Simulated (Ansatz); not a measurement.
Task: Name crystals whose computed values (PBE in the plane-wave PAW code Ansatz) fall in these windows: electron conductivity mass (mₑ) 0.48 to 0.67; gap (eV) 3.8 to 4.9; B₀ by P(V) fit (GPa) 270 to 330.

Result: 

```csv
crystal,electron conductivity mass (mₑ),gap (eV),B₀ by P(V) fit (GPa)
"BN, Pm-3n (B on 6c, N on 6d)",0.57,4.55,292
```
Others may fit too.

Typed or built starts, not in the databases checked: BN, Pm-3n (B on 6c, N on 6d). Not the usual ambient phase: BN, Pm-3n (B on 6c, N on 6d). The cell was relaxed under the symmetry of its start.

Potentials: the later of the program's two PAW sets.
